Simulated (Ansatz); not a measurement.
KRb₂BiF₆:
Space group Fm-3m (No. 225); a = b = c = 9.264 Å, α = β = γ = 90.00°

| atom | site | symmetry | x | y | z |
|---|---|---|---|---|---|
| K | 4b | m-3m | 0.5000 | 0.5000 | 0.5000 |
| Rb | 8c | -43m | 0.2500 | 0.2500 | 0.2500 |
| Bi | 4a | m-3m | 0.0000 | 0.0000 | 0.0000 |
| F | 24e | 4m.m | 0.0000 | 0.0000 | 0.2393 |
(The calculation used a cell of 10 atoms; values per cell refer to that cell.)

Relaxed with LDA.

Problem. Give the optical modes at the zone centre with their infrared and Raman activity from DFPT, the program Ansatz at the LDA level (PAW).

Solution. Transverse frequencies, without the LO–TO term; a row sums one degenerate level.

```csv
ω (cm⁻¹),degeneracy,IR ((D/Å)²/amu),Raman (Å⁴/amu),activity,symmetry
108i,3,0.00,0,silent,T1g
84i,3,9.03,0,IR,T1u
68i,3,0.00,0,silent,T2u
50i,3,0.00,4.0,Raman,T2g
76,3,0.04,0,IR,T1u
143,3,0.00,3.8,Raman,T2g
202,3,0.14,0,IR,T1u
365,3,42.35,0,IR,T1u
418,2,0.00,15,Raman,Eg
501,1,0.00,27,Raman,A1g
```

Problem. How high does the top mode go among those that the LO–TO term moves?

Solution. 451 cm⁻¹ for q along x.

The workflow started from a Materials Project entry (that database holds measured and hypothetical structures alike); the Crystallography Open Database files this formula in space group No. 225, but the cells were not matched. Whether it is the stable phase at ambient conditions was not checked. The LDA relaxation kept the symmetry of its start. At this level the phase is dynamically unstable (imaginary phonons). Scalar-relativistic: spin–orbit coupling is off unless named, which matters more the heavier the elements.

Potentials: the later of the program's two PAW sets.
